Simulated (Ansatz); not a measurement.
**Relaxing a structure of ZrO₂**

The start is a relaxed ZrO2 cell with every coordinate shifted by Gaussian noise of σ = 0.3 Å. A full variable-cell relaxation at zero pressure is run with PBE (plane waves to 420 eV, PAW, scalar-relativistic; Ansatz, a first-principles code). The first steps use a coarse 6×6×5 k-mesh.

Starting cell:
```yaml
crystal:
  lattice:
    - [3.62105, 0.00000, 0.00000]
    - [0.00000, 3.62105, 0.00000]
    - [0.00000, 0.00000, 5.28254]
  atoms:
    - { symbol: Zr, position: [0.89705, 0.13166, 0.00762] }
    - { symbol: Zr, position: [0.41807, 0.44136, 0.53146] }
    - { symbol: O, position: [0.15365, 0.49678, 0.19761] }
    - { symbol: O, position: [0.84719, 0.41426, 0.65824] }
    - { symbol: O, position: [0.47115, 0.06930, 0.29235] }
    - { symbol: O, position: [0.41939, 0.13534, 0.84216] }
```

Problem. Does it find its way back to the structure it was made from?

Solution. The parent structure is recovered, P4₂/nmc (No. 137).

Problem. How do the shortest distances between atoms change?

Solution. The closest pairs of elements (up to four, under 3.6 Å), start → end: O–Zr 1.69 → 2.08 Å; O–O 1.99 → 2.63 Å; Zr–Zr 3.25 → 3.62 Å.

Problem. What band gap does the relaxed structure have at this level?

Solution. 4.04 eV, indirect (valence top at k = (0.2222, 0.2222, 0), conduction bottom at Γ) (no spin-orbit coupling).

Relaxed structure:

Space group P4₂/nmc, origin choice 1 (No. 137); a = 3.621 Å, b = 3.621 Å, c = 5.283 Å, α = 90.00°, β = 90.00°, γ = 90.00°

| atom | site | symmetry | x | y | z |
|---|---|---|---|---|---|
| Zr | 2a | -4m2 | 0.0000 | 0.0000 | 0.0000 |
| O | 4d | 2mm. | 0.0000 | 0.5000 | 0.1928 |

Final values are on a 9×9×6 k-mesh of the relaxed cell. The start holds a very short contact (O–Zr 1.69 Å). No spin polarisation in the result.
